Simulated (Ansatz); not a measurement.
A relaxation computed with Ansatz, from input to last step.

```yaml
crystal:
  lattice:
    - [-4.9968999378, 4.8825236736, -1.5960344688]
    - [-5.0163877856, -1.5933040427, 4.9491784954]
    - [1.6344168655, 4.9064926236, 4.9536595976]
  atoms:
    - { symbol: Al, position: [0.8841873323, 0.8830774389, 0.4245563196] }
    - { symbol: Ti, position: [0.6165087425, 0.0967534172, 0.0820709827] }
    - { symbol: Ti, position: [0.3130752341, 0.2936235001, 0.7793358805] }
    - { symbol: Ti, position: [0.4083030081, 0.9107005866, 0.8849081367] }
    - { symbol: Mo, position: [0.0841304521, 0.6045037926, 0.1107802979] }
    - { symbol: Mo, position: [0.6037190198, 0.6059632772, 0.5969577123] }
    - { symbol: Hf, position: [0.4964116215, 0.503429035, 0.0001529059] }
    - { symbol: Hf, position: [0.2162062138, 0.2232584646, 0.1826517751] }
    - { symbol: Hf, position: [0.7056188435, 0.7018744702, 0.2039873614] }
    - { symbol: Hf, position: [0.7997484025, 0.2850875418, 0.3084963489] }
    - { symbol: Hf, position: [0.2903330803, 0.803943061, 0.2980452299] }
    - { symbol: Hf, position: [0.0944160121, 0.1029665134, 0.6002182386] }
    - { symbol: Hf, position: [0.192962544, 0.6948135746, 0.7143524052] }
    - { symbol: W, position: [0.9958577123, 0.9893264082, 0.0039542644] }
    - { symbol: W, position: [0.3961369166, 0.4018020805, 0.4176941137] }
    - { symbol: W, position: [0.4969400091, 0.0134241806, 0.4983795045] }
    - { symbol: W, position: [0.0017231519, 0.496993312, 0.5071072612] }
    - { symbol: W, position: [0.6996506727, 0.1952636812, 0.7104901917] }
    - { symbol: W, position: [0.7907446986, 0.8015057832, 0.807800499] }
    - { symbol: W, position: [0.90527886, 0.3962189035, 0.8967096115] }
  symmetry: { detect: false }
basis:
  ecutwfc: 420
kpoints:
  mp_grid: { grid: [3, 3, 3] }
hamiltonian:
  xc: pbe
scf:
  occupations: { method: gaussian, width: 0.1 }
  lower_state_search: "off"
output:
  forces: true
  stress: true
  eigenvalues: true
relax:
  adjacent_minimum: "off"
  f_tol: 0.04
  max_steps: 25
  cell: { stress_tol: 0.3 }
```

```bash
ansatz run input.yaml --threads 4 --pin off --max-ram 9216MiB --backend cpu --events-out ev --progress --plain --runs-dir out
```

Level of theory: DFT PBE, scalar-relativistic, plane waves, PAW in Ansatz 0.2.0.

Of 5 frames 4 are shown, positions in Å and forces in eV/Å; the SCF threshold varies from step to step. Steps run on the plane waves of an earlier cell, with a Pulay correction in the pressure. The basis is chosen afresh for the last frame, the zero of the energies, and at times for earlier ones too; energy and pressure can step there, also at an unchanged geometry. Where two frames share a geometry here, they differ by under 2 meV/atom and 0.3 GPa. The mark taken_back stands on steps that the optimiser undid.

```xyz
20
Lattice="-4.9969 4.8825 -1.5960 -5.0164 -1.5933 4.9492 1.6344 4.9065 4.9537" Properties=species:S:1:pos:R:3:forces:R:3 pbc="T T T" step=1 free_energy_over_end_meV_per_atom=2.67 pressure_GPa=0.22
Al   -8.1542    4.9931    5.0624   -0.0149   -0.0302   -0.1038
Ti   -3.4318    3.2586   -0.0986   -0.1422    0.0148    0.0880
Ti   -1.7636    4.8846    4.8141   -0.0854    0.0909    0.0998
Ti   -5.1624    4.8843    8.2391    0.0975   -0.0524    0.1239
Mo   -3.2718   -0.0088    3.4063   -0.1263    0.0620   -0.1154
Mo   -5.0808    4.9112    4.9926    0.0892    0.1806   -0.0573
Hf   -5.0057    1.6224    1.7000    0.0565   -0.0320   -0.0142
Hf   -1.9018    1.5961    1.6647    0.2560    0.0467   -0.0176
Hf   -6.7134    3.3278    3.3580    0.0945   -0.1596   -0.0197
Hf   -4.9222    4.9642    1.6627    0.0623   -0.0079    0.0534
Hf   -4.9965    1.5990    4.9919    0.1084   -0.1171    0.1175
Hf   -0.0073    3.2419    3.3322    0.0936   -0.0085   -0.0369
Hf   -3.2821    3.3401    6.6694    0.0902   -0.0225   -0.0020
W    -9.9326    3.3054    3.3265   -0.0460    0.1023   -0.0137
W    -3.3124    3.3434    3.4255   -0.2001    0.0008   -0.0384
W    -1.7359    4.8502    1.7421   -0.1136    0.1795   -0.0221
W    -1.6729    1.7047    4.9690   -0.0584   -0.0392   -0.0518
W    -3.3144    6.5910    3.3693   -0.0908   -0.1672    0.0121
W    -6.6517    6.5473    6.7063   -0.0473   -0.1051   -0.0857
W    -5.0456    8.1884    4.9581   -0.0233    0.0641    0.0839
20
Lattice="-4.9462 4.9121 -1.6524 -4.9615 -1.6667 4.9162 1.6806 4.9327 4.9212" Properties=species:S:1:pos:R:3:forces:R:3 pbc="T T T" step=2 free_energy_over_end_meV_per_atom=5.21 pressure_GPa=0.13 taken_back
Al   -8.0417    4.9398    4.9110    0.0000   -0.0422   -0.0186
Ti   -3.4479    3.2641   -0.1169    0.1713    0.0093   -0.1566
Ti   -1.7251    4.9099    4.7841    0.1954    0.0280   -0.1817
Ti   -5.0312    4.8436    8.2099    0.0160    0.0368   -0.0276
Mo   -3.2277   -0.0412    3.3524    0.1621   -0.1853    0.0258
Mo   -4.9791    4.9503    4.8813   -0.1966   -0.3942    0.1395
Hf   -4.9388    1.5759    1.6592    0.0049    0.0505    0.0463
Hf   -1.7859    1.6114    1.6404   -0.4904    0.0189   -0.0947
Hf   -6.6133    3.2341    3.2608   -0.2149    0.1494    0.2343
Hf   -4.8422    4.9783    1.6143   -0.0472   -0.0387    0.0167
Hf   -4.8808    1.5433    4.9843   -0.1314    0.3122   -0.4048
Hf    0.0623    3.2720    3.2906   -0.2426    0.1506    0.1836
Hf   -3.1701    3.3104    6.6145   -0.1263    0.0791   -0.0050
W    -9.8336    3.2839    3.2375    0.0329   -0.3182   -0.1040
W    -3.2859    3.3595    3.3650    0.1968   -0.1113    0.0069
W    -1.7102    4.9464    1.6983    0.1435   -0.3574    0.1846
W    -1.6353    1.6924    4.8960    0.0621   -0.0519    0.1196
W    -3.2810    6.5879    3.3232    0.2139    0.1808   -0.0467
W    -6.5584    6.4622    6.6037    0.2112    0.5038    0.2032
W    -4.9609    8.2181    4.8962    0.0393   -0.0201   -0.1205
20
Lattice="-4.9737 4.8896 -1.6316 -4.9928 -1.6352 4.9374 1.6661 4.9141 4.9426" Properties=species:S:1:pos:R:3:forces:R:3 pbc="T T T" step=3 free_energy_over_end_meV_per_atom=0.12 pressure_GPa=-0.13
Al   -8.1012    4.9531    4.9908   -0.0278    0.0056    0.0095
Ti   -3.4440    3.2567   -0.1155   -0.0039   -0.0151   -0.0100
Ti   -1.7406    4.8954    4.7986    0.0219    0.0332   -0.0185
Ti   -5.0867    4.8529    8.2341    0.0225   -0.0145    0.0188
Mo   -3.2489   -0.0348    3.3759    0.0291   -0.0011   -0.0373
Mo   -5.0315    4.9109    4.9462   -0.0187   -0.0072   -0.0214
Hf   -4.9744    1.5956    1.6786    0.0063    0.0050    0.0111
Hf   -1.8493    1.6024    1.6450   -0.0033    0.0229   -0.0180
Hf   -6.6702    3.2730    3.3182   -0.0003   -0.0048    0.0229
Hf   -4.8834    4.9585    1.6398   -0.0043    0.0079    0.0281
Hf   -4.9378    1.5687    4.9809    0.0168    0.0135   -0.0299
Hf    0.0251    3.2532    3.3209   -0.0202    0.0104    0.0051
Hf   -3.2235    3.3166    6.6459   -0.0183   -0.0127   -0.0007
W    -9.8899    3.2764    3.2708    0.0308   -0.0375   -0.0137
W    -3.2968    3.3402    3.3979   -0.0213   -0.0198   -0.0148
W    -1.7195    4.8851    1.7278   -0.0120   -0.0115    0.0187
W    -1.6525    1.6849    4.9418    0.0197    0.0002    0.0066
W    -3.2902    6.5802    3.3408    0.0135   -0.0023    0.0036
W    -6.5939    6.5040    6.6585   -0.0146    0.0494    0.0036
W    -4.9957    8.1914    4.9209   -0.0158   -0.0214    0.0363
20
Lattice="-4.9700 4.8753 -1.6418 -4.9904 -1.6443 4.9308 1.6801 4.9036 4.9387" Properties=species:S:1:pos:R:3:forces:R:3 pbc="T T T" step=5 free_energy_over_end_meV_per_atom=0.00 pressure_GPa=0.22
Al   -8.1035    4.9372    4.9863    0.0211   -0.0205   -0.0173
Ti   -3.4467    3.2385   -0.1237    0.0045   -0.0217    0.0119
Ti   -1.7339    4.8931    4.7896    0.0195   -0.0198    0.0015
Ti   -5.0653    4.8228    8.2236   -0.0051    0.0134    0.0021
Mo   -3.2342   -0.0454    3.3569   -0.0175    0.0051   -0.0085
Mo   -5.0193    4.8897    4.9341   -0.0200   -0.0071   -0.0168
Hf   -4.9728    1.5857    1.6755    0.0207   -0.0211   -0.0084
Hf   -1.8345    1.6012    1.6311    0.0160    0.0115   -0.0074
Hf   -6.6710    3.2559    3.3156    0.0222   -0.0018    0.0068
Hf   -4.8780    4.9394    1.6341   -0.0021   -0.0098    0.0207
Hf   -4.9195    1.5510    4.9565   -0.0144    0.0205    0.0244
Hf    0.0276    3.2536    3.3229   -0.0042   -0.0225   -0.0045
Hf   -3.2133    3.2943    6.6333   -0.0019    0.0129   -0.0104
W    -9.8722    3.2460    3.2477   -0.0025    0.0089   -0.0058
W    -3.2869    3.3260    3.3876   -0.0159    0.0121   -0.0242
W    -1.7141    4.8706    1.7203    0.0066    0.0161    0.0101
W    -1.6397    1.6728    4.9396   -0.0250   -0.0140    0.0131
W    -3.2815    6.5630    3.3275    0.0215   -0.0158    0.0078
W    -6.5775    6.4780    6.6423   -0.0129    0.0383    0.0159
W    -4.9822    8.1632    4.9152   -0.0107    0.0154   -0.0111
```

It took 5 min on 4 threads of Arm Neoverse V1, with other jobs on the host, peak memory 2.2 GiB.

The k mesh is coarse. Spin–orbit coupling is left out, which can shift energies with elements as heavy as these. Spin polarisation was left out, and a magnetic state may lie lower.